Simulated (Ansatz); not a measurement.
Ta (bcc, W type)

```yaml
crystal:
  lattice:
    - [-1.65987, 1.65987, 1.65987]
    - [1.65987, -1.65987, 1.65987]
    - [1.65987, 1.65987, -1.65987]
  atoms:
    - { symbol: Ta, position: [0.00000, 0.00000, 0.00000] }
```

Equation-of-state scan: isotropic scaling of the cell above, V₀ being its volume. Symmetry pins the atoms to their sites.

All values below come from PBE (plane waves to 420 eV, PAW, scalar-relativistic; Ansatz, a quantum-chemistry and plane-wave program). k mesh 20×20×20 (Γ-centred), Fermi-Dirac smearing 0.05 eV. E stands for the smeared free energy. Spin-orbit coupling is left out, though Ta is heavy. Ta is run without spin polarisation. Ta was relaxed with its symmetry unable to fall. The PAW data are Ansatz's earlier set. ΔE is measured from the relaxed starting cell.

Give the computed ΔE (kJ/mol of atoms) at V/V₀ = 0.900, 0.925, 0.950, 0.975, 1.025, 1.050, 1.075, 1.100.


```
V/V₀   ΔE (kJ/mol of atoms)
-----  --------------------
0.900                  12.7
0.925                   6.9
0.950                   2.9
0.975                   0.7
1.025                   0.7
1.050                   2.5
1.075                   5.4
1.100                   9.3
```

(Under strain, the slope of the energy per volume gives the stress and its curvature an elastic modulus.)
